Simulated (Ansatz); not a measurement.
Consider the following.

PbS (rock salt)

```
PbS
1.0
    0.00000     3.00445     3.00445
    3.00445     0.00000     3.00445
    3.00445     3.00445     0.00000
S Pb
1 1
Direct
  0.00000   0.00000   0.00000
  0.50000   0.50000   0.50000
```

Scan: atom 2 (Pb, nearest neighbour S at 3.004 Å; its periodic images, 4.2 Å or more away, move with it) is displaced along Cartesian [110], direction (0.707, 0.707, 0.000) in Cartesian axes, by s. The other atoms stay.

Computed with PBE (plane waves to 420 eV, PAW, scalar-relativistic; Ansatz, a program for electronic structure). k mesh 8×8×8 (Γ-centred), Fermi-Dirac smearing 0.05 eV. The energy includes the smearing's −TS. PbS was relaxed with its symmetry unable to fall. Spin-orbit coupling is left out, though Pb is heavy. ΔE is measured from the undisplaced structure.

The scan covers s from -0.600 to 0.600 Å in 11 points.

**Question.** Is the energy the same for equal positive and negative displacements?

**Answer.** Even: the same for both signs. With its periodic images moving along, the atom's site symmetry in this cell is m-3m.

**Question.** What force acts on the atom along the line at s = -0.600 Å?

**Answer.** 1.40 eV/Å.

**Question.** What is the energy change at s = 0.600 Å?

**Answer.** 255.6 meV/cell.

(A displaced cell: forces are minus the slopes of the energy, force constants its curvatures, and phonons follow from these.)
